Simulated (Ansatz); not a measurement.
A relaxation computed with Ansatz, from input to last step.

```yaml
crystal:
  lattice:
    - [2.9743361554, 0.0, 0.0]
    - [-1.4871680777, 2.5758506699, 0.0]
    - [0.0, 0.0, 3.1488419423]
  atoms:
    - { symbol: Ti, position: [0.0, 0.0, 0.0] }
    - { symbol: B, position: [0.3333333333, 0.6666666667, 0.5] }
    - { symbol: B, position: [0.6666666667, 0.3333333333, 0.5] }
basis:
  ecutwfc: 420
kpoints:
  mp_grid: { grid: [15, 15, 14] }
hamiltonian:
  xc: pbe
scf:
  occupations: { method: gaussian, width: 0.1 }
output:
  forces: true
  stress: true
  eigenvalues: true
  write_density: true
  write_potential: true
  elf: true
  volumetric_format: npy
relax:
  adjacent_minimum: "off"
  f_tol: 0.01
  max_steps: 30
  cell: { stress_tol: 0.1, fix: [volume] }
```

```bash
ansatz run input.yaml --threads 1 --pin off --max-ram 2560MiB --backend cpu --events-out ev --progress --plain --runs-dir out
```

These are results of DFT PBE, scalar-relativistic, plane waves, PAW (Ansatz 0.2.0), not measurements.

The volume is held at 0.94 times that of the relaxed cell.

Of 3 frames 3 are shown, positions in Å and forces in eV/Å; the SCF threshold varies from step to step. Steps run on the plane waves of an earlier cell, with a Pulay correction in the pressure. The basis is chosen afresh for the last frame, the zero of the energies, and at times for earlier ones too; energy and pressure step there, also at an unchanged geometry.

```xyz
3
Lattice="2.9743 0.0000 0.0000 -1.4872 2.5759 0.0000 0.0000 0.0000 3.1488" Properties=species:S:1:pos:R:3:forces:R:3 pbc="T T T" step=1 free_energy_over_end_meV_per_atom=0.11 pressure_GPa=17.67
Ti    0.0000    0.0000    0.0000    0.0000    0.0000    0.0000
B     0.0000    1.7172    1.5744    0.0000    0.0000    0.0000
B     1.4872    0.8586    1.5744    0.0000    0.0000    0.0000
3
Lattice="2.9782 0.0000 0.0000 -1.4891 2.5792 0.0000 0.0000 0.0000 3.1408" Properties=species:S:1:pos:R:3:forces:R:3 pbc="T T T" step=2 free_energy_over_end_meV_per_atom=0.00 pressure_GPa=17.52
Ti    0.0000    0.0000    0.0000    0.0000    0.0000    0.0000
B     0.0000    1.7194    1.5704    0.0000    0.0000    0.0000
B     1.4891    0.8597    1.5704    0.0000    0.0000    0.0000
3
Lattice="2.9782 0.0000 0.0000 -1.4891 2.5792 0.0000 0.0000 0.0000 3.1408" Properties=species:S:1:pos:R:3:forces:R:3 pbc="T T T" step=3 free_energy_over_end_meV_per_atom=0.00 pressure_GPa=17.53
Ti    0.0000    0.0000    0.0000    0.0000    0.0000    0.0000
B     0.0000    1.7194    1.5704    0.0000    0.0000    0.0000
B     1.4891    0.8597    1.5704    0.0000    0.0000    0.0000
```

It took 16 s on 1 thread of Arm Neoverse V1 (shared host), peak memory 0.37 GiB.